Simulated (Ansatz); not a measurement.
Starting cell, KF (rock salt):

```
CELL_PARAMETERS angstrom
      0.00000     2.71039     2.71039
      2.71039     0.00000     2.71039
      2.71039     2.71039     0.00000
ATOMIC_POSITIONS crystal
  F  0.00000 0.00000 0.00000
  K  0.50000 0.50000 0.50000
```

In this cell atom 1 (F, nearest neighbour K at 2.710 Å; its periodic images, 3.8 Å or more away, move with it) is moved by u·(0.707, 0.707, 0.000) + v·(0.000, 0.000, 1.000); the rest is frozen.

The numbers are results of PBE (plane waves to 420 eV, PAW, scalar-relativistic; Ansatz, a quantum-chemistry and plane-wave program), not measurements. k mesh 9×9×9 (Γ-centred), Fermi-Dirac smearing 0.05 eV. E stands for the smeared free energy. Points where atoms come too close for the PAW data are left out (x in tables, blank in figures). KF was relaxed with its symmetry unable to fall.

Changes of ΔE (eV/cell) from the point u = 0.000 Å, v = 0.000 Å when one coordinate moves alone (two changes are said to add if the coupling is within 5 % of the smaller one, nearly so within 20 %):

| point | change |
|---|---|
| u = 0.000 Å, v = -0.445 Å | 0.1936 |
| u = -0.890 Å, v = 0.000 Å | 0.7176 |
| u = -0.445 Å, v = 0.000 Å | 0.1421 |
| u = 0.445 Å, v = 0.000 Å | 0.1421 |
| u = 0.890 Å, v = 0.000 Å | 0.7176 |
| u = 0.000 Å, v = 0.445 Å | 0.1936 |

Task: What is the change at u = 0.890 Å, v = 0.445 Å, where both move, and how far is it from the sum?

Result: The sum of the single changes is 0.7176 + (0.1936) = 0.9112; the calculation gives 0.6456, so the coupling contributes -0.2656 (over 20 % of the smaller single change, not additive).

Task: What is the change at u = -0.445 Å, v = 0.445 Å, where both move, and how far is it from the sum?

Result: The sum of the single changes is 0.1421 + (0.1936) = 0.3357; the calculation gives 0.2692, so the coupling contributes -0.0665 (over 20 % of the smaller single change, not additive).

(For displaced atoms, the force is minus the slope of the energy, and its curvature is a force constant, which sets phonon frequencies.)
